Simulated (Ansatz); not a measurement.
Contact densities of NbRh against volume

```xyz
2
Lattice="2.8420 0.0000 0.0000 0.0000 2.8420 0.0000 0.0000 0.0000 3.8090" Properties=species:S:1:pos:R:3 pbc="T T T"
Nb    0.0000    0.0000    0.0000
Rh    1.4210    1.4210    1.9045
```

Atom numbers follow the list: Nb1, Rh2.

The cell is COD entry 2310202, as deposited and not checked against the literature; nothing was relaxed.

The calculation used DFT, PBEsol, all-electron PAW with datasets made for the crystal, scalar-relativistic (Ansatz 0.2.0).

The runs use a Γ-centred 14×14×11 k mesh, Fermi–Dirac smearing of 0.05 eV, cutoff 280 eV (chosen by the program for this cell), no spin polarisation.

The contact density is the mean electron density over the nuclear volume; its changes follow the s electrons' response to bonding and compression. Changes below are taken from the unscaled cell, where it is 540107 e/Å³ at Nb1, 788718 e/Å³ at Rh2.

| V/V(cell) | P (GPa) | Δρ(0) Nb1 (e/Å³) | Δρ(0) Rh2 (e/Å³) |
| --- | --- | --- | --- |
| 0.9400 | 16.3 | 2.17 | 6.30 |
| 0.9600 | 10.0 | 1.42 | 4.12 |
| 0.9800 | 4.4 | ? | 2.03 |
| 0.9900 | 1.8 | ? | 1.01 |
| 1.0000 | -0.7 | 0.00 | 0.00 |
| 1.0100 | -3.0 | -0.35 | -1.00 |
| 1.0200 | -5.3 | -0.70 | ? |
| 1.0400 | -9.3 | -1.39 | -3.91 |
| 1.0600 | -13.0 | -2.07 | -5.78 |

(1) Fill in "Δρ(0) Rh2 (e/Å³)" for the row "1.0200".

(2) Fill in "Δρ(0) Nb1 (e/Å³)" for the row "0.9900".

(3) Fill in "Δρ(0) Nb1 (e/Å³)" for the row "0.9800".

The datasets are made afresh for each cell, so very small changes are uncertain.

Answers

(1) -1.98.

(2) 0.35.

(3) 0.71.
